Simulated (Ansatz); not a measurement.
TiS2 (CdI2 type)

```
TiS2
1.0
    3.29787     0.00000     0.00000
   -1.64893     2.85604     0.00000
    0.00000     0.00000     5.33994
Ti S
1 2
Cartesian
  0.00000   0.00000   0.00000
  0.00000   1.90403   1.43520
  1.64893   0.95201   3.90474
```

This relaxed cell (volume V₀) is scaled evenly in all directions, its shape held. The atoms relax within the cell's symmetry.

All values below come from PBEsol-D3(BJ) (plane waves to 420 eV, PAW, scalar-relativistic; Ansatz, a program for electronic structure). k mesh 16×16×9 (Γ-centred), Fermi-Dirac smearing 0.05 eV. E stands for the smeared free energy. Stress and pressure are positive under compression. With the shape held, the modulus is that of even scaling; a crystal free to change shape is softer. The PAW data are Ansatz's earlier set. TiS2 is run without spin polarisation. TiS2 was relaxed with its symmetry unable to fall. ΔE is measured from the relaxed starting cell. The last digit holds for this mesh only.

| V (Å³/atom) | ΔE (meV/atom) |
|---|---|
| 15.089 | 39.0 |
| 15.368 | 26.1 |
| 15.648 | 16.1 |
| 15.927 | 8.8 |
| 16.207 | withheld |
| 16.486 | 0.9 |
| 16.765 | 0.0 |
| 17.045 | 0.8 |
| 17.324 | 3.3 |
| 17.604 | 7.1 |
| 17.883 | 12.4 |
| 18.162 | 18.8 |
| 18.442 | 26.3 |

**Question.** Fit a third-order Birch-Murnaghan form (E₀, V₀, B₀, B₀′ free) to the given rows and predict ΔE at V = 16.207.

**Answer.** Least squares on the 12 given rows: ΔE = E₀ + (9V₀B₀/16)·y²·[2 + (B₀′ − 4)y], y = (V₀/V)^(2/3) − 1, with V₀ = 16.767 Å³/atom, B₀ = 60.64 GPa (160.2 GPa = 1 eV/Å³; the term in eV is multiplied by 1000), B₀′ = 4.83, E₀ = -0.03 meV/atom; root-mean-square residual 0.03 meV/atom. At 16.207 the fit gives 3.8 meV/atom; the calculation gives 3.8 meV/atom, the same to the digits shown. For the pressure the fit gives 2.2 GPa against the computed 2.2 GPa.

(A scan under strain: stresses follow from slopes of the energy per volume, elastic moduli from its curvatures.)
